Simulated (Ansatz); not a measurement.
# What DFT gives for BPd₃

```
CELL_PARAMETERS angstrom
5.44171 0.00000 0.00000
0.00000 7.53400 0.00000
0.00000 0.00000 4.82530
ATOMIC_POSITIONS crystal
Pd 0.03840 0.25000 0.84560
Pd 0.46160 0.75000 0.34560
Pd 0.53840 0.25000 0.65440
Pd 0.96160 0.75000 0.15440
B 0.88400 0.25000 0.43300
B 0.61600 0.75000 0.93300
B 0.38400 0.25000 0.06700
B 0.11600 0.75000 0.56700
Pd 0.18000 0.06950 0.32840
Pd 0.32000 0.93050 0.82840
Pd 0.68000 0.43050 0.17160
Pd 0.82000 0.56950 0.67160
Pd 0.82000 0.93050 0.67160
Pd 0.68000 0.06950 0.17160
Pd 0.32000 0.56950 0.82840
Pd 0.18000 0.43050 0.32840
```

The numbers come from plane-wave PAW DFT (Ansatz): r2SCAN, no spin polarisation, 500 eV, 6×5×7 Γ-centred k points, fermi-dirac occupations (width 0.1 eV). Nothing was relaxed.

Forces: The largest is on B6 (and as large on other atoms): 0.21 eV/Å, components (-0.20, 0.00, 0.07). It makes 49° with the line to a nearest neighbour, Pd2 at 2.16 Å.
Charges: Bader charges in e: B +0.24, Pd -0.08. In the mean B gives up most and Pd takes most.
At the Fermi level: It is a metal, with about 5.9 states/eV a cell as the mean within 0.25 eV of the Fermi level, mostly Pd d (57 %) and B p (24 %).
Formation energy: -0.26 eV an atom against the elements' usual phases (free molecules for gases, crystals otherwise, with no correction for O₂ or N₂), so it is bound against them; other compounds may still compete. Relaxing would lower it.
Stress: The pressure is 5.4 GPa (compression positive), so with the atoms held at these fractions the cell would first expand.

Origin: a database entry at a rescaled volume.
